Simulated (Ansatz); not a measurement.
The relaxed structure here is a generated cell of CoPdO2: the first start was made by a random draw of sites in a space group, and the end was not matched to a known phase here, so it may be hypothetical.

The end point of a relaxation of CoPdO2. Space group R3 (No. 146). Level of theory: PBEsol (plane waves to 420 eV, PAW, scalar-relativistic; Ansatz, a quantum-chemistry and plane-wave program).

```cif
data_Co2O4Pd2
_chemical_formula_sum 'Co2 O4 Pd2'
_space_group_name_H-M_alt 'P 1'
_space_group_IT_number 1
_cell_length_a 5.79924
_cell_length_b 5.79924
_cell_length_c 5.79924
_cell_angle_alpha 55.348
_cell_angle_beta 55.348
_cell_angle_gamma 55.348
loop_
_space_group_symop_operation_xyz
  'x, y, z'
loop_
_atom_site_label
_atom_site_type_symbol
_atom_site_fract_x
_atom_site_fract_y
_atom_site_fract_z
_atom_site_occupancy
Co1 Co 0.33361 0.33361 0.33361 1
Co2 Co 0.74226 0.74226 0.74226 1
O1 O 0.42178 0.05184 0.66922 1
O2 O 0.66922 0.42178 0.05184 1
O3 O 0.05184 0.66922 0.42178 1
O4 O 0.21839 0.21839 0.21839 1
Pd1 Pd 0.90742 0.90742 0.90742 1
Pd2 Pd 0.08383 0.08383 0.08383 1
```

- Volume per atom: 15.38 Å³
- Band gap: zero (metallic)
- Magnetic moment: net 0.00 μB/atom, antiferromagnetic
- Shortest distances: Co–O 1.69 Å; O–Pd 1.98 Å; Co–Pd 2.43 Å; Pd–Pd 2.59 Å
- k-mesh: 11×11×11

Spin state reached: antiferromagnetic (net 0.00 μB/atom), from parallel starting moments; other spin orders were not run from this start. No Hubbard U is applied. A magnetic insulating state can be missed without it.

The run could not lower the symmetry of its start; a shaken copy of this end point relaxes with PBEsol to P1 (No. 1), 0.31 eV/atom lower.
